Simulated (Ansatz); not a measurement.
## Stationary points along a deformation path in Rh

All numbers below come from DFT r2SCAN, scalar-relativistic, plane waves, PAW in Ansatz. Cutoff 500 eV, Γ-centred 24×24×6 k-points, Gaussian smearing of 0.15 eV. No spin polarisation. Energies are free energies at this smearing, counted from the undisturbed cell; pressure is positive in compression.

The starting cell (relaxed at this level; with this scan's settings it stands at 0.1 GPa; this form isn't the usual structure):

```yaml
crystal:
  lattice:
    - [2.68885, 0.00000, 0.00000]
    - [-1.34442, 2.32861, 0.00000]
    - [0.00000, 0.00000, 8.77740]
  atoms:
    - { symbol: Rh, position: [0.00000, 0.00000, 0.00000] }
    - { symbol: Rh, position: [0.33333, 0.66667, 0.25000] }
    - { symbol: Rh, position: [0.00000, 0.00000, 0.50000] }
    - { symbol: Rh, position: [0.66667, 0.33333, 0.75000] }
```

At fixed volume and fractional coordinates, lengths along (0.000, 0.000, 1.000) are scaled against those across it; ρ is that ratio over its starting value. V = 13.739 Å³/atom. Δσ is the stress along the axis less the mean stress across it (compression positive).

| ρ | ΔE (meV/atom) | Δσ (GPa) | space group |
| --- | --- | --- | --- |
| 0.850 | 227.6 | 43.60 | P6_3/mmc |
| 0.920 | 65.0 | 26.46 | P6_3/mmc |
| 0.960 | 15.9 | 13.60 | P6_3/mmc |
| 1.000 | 0.0 | -0.12 | P6_3/mmc |
| 1.050 | 24.2 | -17.29 | P6_3/mmc |
| 1.100 | 91.9 | -33.56 | P6_3/mmc |
| 1.200 | 331.6 | -62.50 | P6_3/mmc |

How does the stress give the slope of the energy, and where is the energy stationary?

Along the path d ln(length) is 2/3 d ln ρ on the axis and −1/3 d ln ρ across it, so dE/d ln ρ = −(2/3) V Δσ: the energy falls with ρ where Δσ is positive. Δσ vanishes or changes sign between ρ = 0.960 and 1.000, a minimum (near 1.00 by linear interpolation). Pairs of stationary points between two samples would go unseen, and could change a minimum read from distant neighbours into a maximum.

Integrate that slope from ρ = 1 to 1.200 by the trapezoid rule.

With V/N in Å³ and 1 eV/Å³ = 160.2 GPa the slopes at ρ = 1.000, 1.050, 1.100, 1.200 are 7, 989, 1919, 3573 meV/atom per unit of ln ρ. The steps add 24.3 + 67.6 + 238.9 = 330.8 meV/atom, against 331.6 from the energies; the trapezoid rule misses the curvature of the slope within each step.

In a metal these slopes depend on the k mesh and the smearing.

Cost: 7 runs of about 5.4 core-minutes in all, on Intel Xeon Processor @ 2.70GHz (shared hosts).